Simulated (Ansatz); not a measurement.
Crystals of one structure type (rock salt) and one family of elements, relaxed and computed with r²SCAN (plane waves, PAW; program Ansatz).

```tsv
crystal	K_Hill (GPa)	G_Hill (GPa)
MgS	79.9	57.5
SrO	93.6	59.9
BeS	111	?
CaO	117	82.1
MgO	167	135
```

**Question.** Fit a straight line to ln G against ln K and predict the withheld value.

**Answer.** Least squares on the 4 shown rows: ln G = 1.22 × ln K + (-1.370), with a scatter of 6 %. For BeS this gives 79.5. The run itself gave 84.3, within the scatter.

Typed or built starts, not in the databases checked: BeS, rock salt. All cells were relaxed under the symmetry of their starts (and spin orders); stability against distortions was not tested throughout. Scalar-relativistic: spin–orbit coupling is off unless named, which matters more the heavier the elements.

Potentials: the earlier of the program's two PAW sets.
